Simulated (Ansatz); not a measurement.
Data:

TiNF:
```
TiNF
1.0
   -1.90856     1.90856     4.88543
    1.90856    -1.90856     4.88543
    1.90856     1.90856    -4.88543
Ti N F
2 2 2
Direct
  0.59934   0.09934   0.50000
  0.84934   0.84934   0.00000
  0.66666   0.66666   0.00000
  0.41666   0.91666   0.50000
  0.85900   0.35900   0.50000
  0.10900   0.10900   0.00000
```

This is the LDA-relaxed structure.

Q: All from LDA (plane waves, PAW; program Ansatz), unless another level is named. Give the electron effective mass.

A: 0.90, 0.90, 3.7 mₑ (principal values).

Q: Next, the band gap?

A: 1.61 eV (indirect).

Q: Predict the conduction-band minimum.

A: at Γ.

Q: What about the valence-band maximum?

A: at M.

Space group I4_1md. The workflow started from a Materials Project entry (that database holds measured and hypothetical structures alike); the Crystallography Open Database copy checked does not list it. Its standing as an ambient phase is unchecked. The LDA relaxation kept the symmetry of its start; whether a distortion lowers the energy is not shown. The run is not spin-polarised.

Potentials: the later of the program's two PAW sets.
